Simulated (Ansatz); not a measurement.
The end of the path is a generated cell of NaCdBr3: the first start was made by placing the elements on the sites of a structure type, and the end was not matched to a known phase here, so it may be hypothetical.

A geometry of NaCdBr$_{3}$ away from equilibrium: step 4 of the relaxation of a generated cell, NaCdBr3 placed in the GdFeO3 structure type. Method: r2SCAN (plane waves to 500 eV, PAW, scalar-relativistic; Ansatz, a program for electronic structure). Γ-centred k-mesh 3×2×3 on the run's cell (coarser than for final values), Fermi–Dirac smearing 0.05 eV.

```xyz
20
Lattice="7.4738 0.0000 0.0000 0.0000 10.4719 0.0000 0.0000 0.0000 7.2862" Properties=species:S:1:pos:R:3:forces:R:3 pbc="T T T" free_energy=-72567.846 pressure_GPa=-0.5
Na     3.2606     2.6180     7.2182   -0.1576    0.0000   -0.0536
Na     6.9975     2.6180     3.7110   -0.1576    0.0000    0.0536
Na     4.2132     7.8539     0.0679    0.1576    0.0000    0.0536
Na     0.4763     7.8539     3.5752    0.1576    0.0000   -0.0536
Cd     0.0000     0.0000     0.0000    0.0000    0.0000    0.0000
Cd     3.7369     5.2359     3.6431    0.0000    0.0000    0.0000
Cd     0.0000     5.2359     0.0000    0.0000    0.0000    0.0000
Cd     3.7369     0.0000     3.6431    0.0000    0.0000    0.0000
Br     0.3817     2.6180     0.9569    0.0589    0.0000   -0.1246
Br     4.1186     2.6180     2.6861    0.0589    0.0000    0.1246
Br     7.0921     7.8539     6.3292   -0.0589    0.0000    0.1246
Br     3.3552     7.8539     4.6000   -0.0589    0.0000   -0.1246
Br     2.3884     5.9133     1.2790   -0.0708   -0.0439    0.0642
Br     6.1253     9.7945     2.3641   -0.0708    0.0439   -0.0642
Br     5.0854     0.6773     6.0071    0.0708   -0.0439   -0.0642
Br     1.3485     4.5586     4.9221    0.0708    0.0439    0.0642
Br     5.0854     4.5586     6.0071    0.0708    0.0439   -0.0642
Br     1.3485     0.6773     4.9221    0.0708   -0.0439    0.0642
Br     2.3884     9.7945     1.2790   -0.0708    0.0439    0.0642
Br     6.1253     5.9133     2.3641   -0.0708   -0.0439   -0.0642
```

Positions in Å, forces in eV/Å, free energy of the cell in eV (comparable only within this code, potentials and settings). Largest force: 0.17 eV/Å, on Na1, Na2, Na3, Na4 (atoms numbered as listed); the geometry lies 0.01 eV/atom above the end of its relaxation.

No spin polarisation in the result.

The run could not lose the symmetry of its start, so the end can be a saddle point.
